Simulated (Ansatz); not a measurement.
Data:

InSn$_{2}$Sb:
```yaml
crystal:
  lattice:
    - [2.37106, 1.36893, 7.65222]
    - [-2.37106, 1.36893, 7.65222]
    - [0.00000, -2.73786, 7.65222]
  atoms:
    - { symbol: In, position: [0.00757, 0.00757, 0.00757] }
    - { symbol: Sb, position: [0.87919, 0.87919, 0.87919] }
    - { symbol: Sn, position: [0.49444, 0.49444, 0.49444] }
    - { symbol: Sn, position: [0.36877, 0.36877, 0.36877] }
```

This is the PBE-relaxed structure.

**Question.** All from the program Ansatz at the PBE level (PAW), unless another level is named. Predict the electronic character.

**Answer.** metallic (no gap).

**Question.** What about the density of states at the Fermi level?

**Answer.** 0.30 states/eV per atom (mean over ±0.08 eV).

**Question.** And the formation energy from the elements (no fitted shifts)?

**Answer.** 0.044 eV/atom.

Space group R3m. The start of the workflow was typed in or built on a structure type; neither database checked (COD, Materials Project) lists it. Its standing as an ambient phase is unchecked. The PBE relaxation kept the symmetry of its start; whether a distortion lowers the energy is not shown. The volume moved by 38 % from the start of the relaxation. The references are the lowest solids computed at this level, not always the standard phases. Spin–orbit coupling is left out wherever it is not named.

Potentials: the earlier of the program's two PAW sets.
